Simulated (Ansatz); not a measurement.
A structure of InAs relaxed with PBEsol (plane waves to 420 eV, PAW, scalar-relativistic; Ansatz, a first-principles code); single points at other levels follow on the same geometry (Ansatz, PAW; PBEsol+SOC at 420 eV on a 9×9×3 k-mesh; spin-orbit coupling only where +SOC is written). Space group P6₃mc (No. 186).

```cif
data_As4In4
_chemical_formula_sum 'In4 As4'
_space_group_name_H-M_alt 'P63mc'
_space_group_IT_number 186
_space_group_name_Hall 'P 6c -2c'
_cell_length_a 4.29938
_cell_length_b 4.29938
_cell_length_c 14.08602
_cell_angle_alpha 90.000
_cell_angle_beta 90.000
_cell_angle_gamma 120.000
loop_
_atom_site_label
_atom_site_type_symbol
_atom_site_symmetry_multiplicity
_atom_site_Wyckoff_symbol
_atom_site_fract_x
_atom_site_fract_y
_atom_site_fract_z
_atom_site_occupancy
In1 In 2 a 0.00000 0.00000 0.99998 1
In2 In 2 b 0.33333 0.66667 0.25018 1
As1 As 2 a 0.00000 0.00000 0.31304 1
As2 As 2 b 0.33333 0.66667 0.06243 1
```

```csv
level,gap (eV),kind,conduction minimum
PBEsol,0.00,–,–
PBEsol+SOC,0.04,direct,Γ
```

The shift from spin-orbit coupling is approximate. No spin polarisation in the result.

The run could not lose the symmetry of its start.

The first start was generated by placing the elements on the sites of a structure type. Materials Project lists a structure of InAs in the same space group, P6₃mc (No. 186); the sites were not compared with it, nor with measured phases. Known forms of InAs include space group No. 216.
